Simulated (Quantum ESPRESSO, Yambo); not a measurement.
**Levels of theory for the gap of PtS2 bilayer**

A free-standing PtS₂ bilayer (symmetry P-3m1, slab cell 25.1 Å high): one geometry, one set of PBE (Quantum ESPRESSO, PseudoDojo norm-conserving, 84 Ry, scalar-relativistic) orbitals, self-energies from Yambo (6×6×1 Γ-centred k mesh, bands 9 to 191 and a 6 Ry block in the screening, 191 bands in G with the Bruneval-Gonze terminator, plasmon pole fitted at 27.2 eV, slab-truncated Coulomb interaction, stochastic integration of W near q = 0).

Two neighbouring layers were cut from Materials Project entry mp-762 and relaxed with PBE+D3(BJ) in a cell 25.1 Å high, with the Coulomb interaction truncated along z.

```json
[
 {"level": "PBE (Quantum ESPRESSO)", "gap (0, 0.167) → K (eV)": "1.14", "direct gap at (0, 0.167) (eV)": "1.47", "rough Yambo cost": "–"},
 {"level": "exchange only (Hartree-Fock self-energy on PBE orbitals)", "gap (0, 0.167) → K (eV)": "6.46", "direct gap at (0, 0.167) (eV)": "6.40", "rough Yambo cost": "about 1/10 (8 states)"},
 {"level": "G0W0@PBE, plasmon pole", "gap (0, 0.167) → K (eV)": "1.89", "direct gap at (0, 0.167) (eV)": "2.14", "rough Yambo cost": "1 (8 states)"}
]
```

Bare exchange has no screening and gives the widest gap. The mesh misses a band edge: along a dense path the PBE gap is 0.78 eV against 1.14 eV on the mesh. All rows use the PBE edge points; in the exchange only run other k points give a smaller gap, 6.25 eV.

Costs are rough ratios of core time on shared machines.

Convergence of the G0W0 settings was not tested.

Without spin-orbit coupling, band edges of such heavy elements can be off by tenths of an eV.
